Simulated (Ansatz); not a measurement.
Starting cell, SrTiO₃ (cubic perovskite):

```
SrTiO3
1.0
    3.90695     0.00000     0.00000
    0.00000     3.90695     0.00000
    0.00000     0.00000     3.90695
Sr Ti O
1 1 3
Direct
  0.00000   0.00000   0.00000
  0.50000   0.50000   0.50000
  0.00000   0.50000   0.50000
  0.50000   0.50000   0.00000
  0.50000   0.00000   0.50000
```

Two-dimensional scan of atom 1 (Sr, nearest neighbour O at 2.763 Å; its periodic images, 3.9 Å or more away, move with it): u runs along (1.000, 0.000, 0.000), v along (0.000, 1.000, 0.000) (Cartesian). Cell and other atoms are fixed.

Calculation: r2SCAN (plane waves to 500 eV, PAW, scalar-relativistic; Ansatz, a quantum-chemistry and plane-wave program). k mesh 7×7×7 (Γ-centred), Fermi-Dirac smearing 0.05 eV. Energies are smeared free energies. Points where atoms come too close for the PAW data are left out (x in tables, blank in figures). SrTiO3 is run without spin polarisation. SrTiO3 was relaxed with its symmetry unable to fall.

Changes of ΔE (meV/cell) from the point u = 0.000 Å, v = 0.000 Å when one coordinate moves alone (two changes are said to add if the coupling is within 5 % of the smaller one, nearly so within 20 %):

```
point                      change
-------------------------  ------
u = 0.000 Å, v = -0.690 Å  1212.1
u = 0.000 Å, v = -0.460 Å   479.9
u = 0.000 Å, v = -0.230 Å   109.5
u = -0.690 Å, v = 0.000 Å  1212.1
u = -0.460 Å, v = 0.000 Å   479.9
u = -0.230 Å, v = 0.000 Å   109.5
u = 0.230 Å, v = 0.000 Å    109.5
u = 0.460 Å, v = 0.000 Å    479.9
u = 0.690 Å, v = 0.000 Å   1212.1
u = 0.000 Å, v = 0.230 Å    109.5
u = 0.000 Å, v = 0.460 Å    479.9
u = 0.000 Å, v = 0.690 Å   1212.1
```

### Question
What is the change at u = 0.230 Å, v = 0.460 Å, where both move, and how far is it from the sum?

### Answer
The sum of the single changes is 109.5 + (479.9) = 589.4; the calculation gives 685.4, so the coupling contributes 96.0 (over 20 % of the smaller single change, not additive).

### Question
Do the two effects add at u = 0.230 Å, v = -0.690 Å? Give the computed change.

### Answer
The sum of the single changes is 109.5 + (1212.1) = 1321.6; the calculation gives 1549.8, so the coupling contributes 228.2 (over 20 % of the smaller single change, not additive).

(For displaced atoms, the force is minus the slope of the energy, and its curvature is a force constant, which sets phonon frequencies.)
